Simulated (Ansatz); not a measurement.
Values for one crystal, relaxed and computed with DFT-LDA in the program Ansatz with PAW potentials; other levels are named.

| Property | Value |
|---|---|
| Volume per atom | 18.58 Å³ |
| Band gap | 2.19 eV (direct) |
| Zero-point energy | 41.1 meV/atom |
| Static dielectric constant ε0 (ions relaxed, cell fixed) | 8.46 (xx = yy), 8.99 (zz) |
| Electron effective mass | 0.16, 0.18, 0.18 mₑ (principal values) |
| Formation energy from the elements (no fitted shifts) | -0.84 eV/atom |
| Poisson's ratio | 0.31 |

### Question
Which compound is it?
A. ZnS, wurtzite
B. PbS, rock salt
C. GaAs, wurtzite
D. BP, wurtzite

### Answer
A, ZnS, wurtzite

Space group P6_3mc (wurtzite). The LDA relaxation kept the symmetry of its start. The references are the lowest solids computed at this level, not always the standard phases.

Potentials: the earlier of the program's two PAW sets. The files were generated under PBE; for other functionals the program regenerates the frozen cores, and for LDA and PBEsol the local potential too.
